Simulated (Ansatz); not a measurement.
SnGe (rock salt, Fm-3m) at seven volumes, DFT-PBE in the program Ansatz with PAW potentials, shape and atoms relaxed at each. One row is withheld.

```csv
V (Å³/atom),P (GPa)
22.218,6.66
22.951,4.03
23.683,1.84
24.416,0.00
25.148,-1.55
25.880,?
26.613,-3.94
```

Task: Fit the shown pressures and predict the withheld one.

Result: P = (3/2)B₀(x^(7/2) − x^(5/2))[1 + (3/4)(B′ − 4)(x − 1)] with x = (V₀/V)^(2/3). Least squares on the six rows gives V₀ = 24.414 Å³/atom, B₀ = 56.2 GPa, B′ = 4.83. At V = 25.880, x = 0.9619 and P = -2.85 GPa. The run itself gave -2.85 GPa.

A made-up cell: these elements were put on the sites of a structure type; neither database checked (COD, Materials Project) lists it. Its standing as an ambient phase is unchecked. The PBE relaxation kept the symmetry of its start; its stability against distortions is not shown here. Scalar-relativistic: spin–orbit coupling is off unless named, which matters more the heavier the elements.

Potentials: the later of the program's two PAW sets.
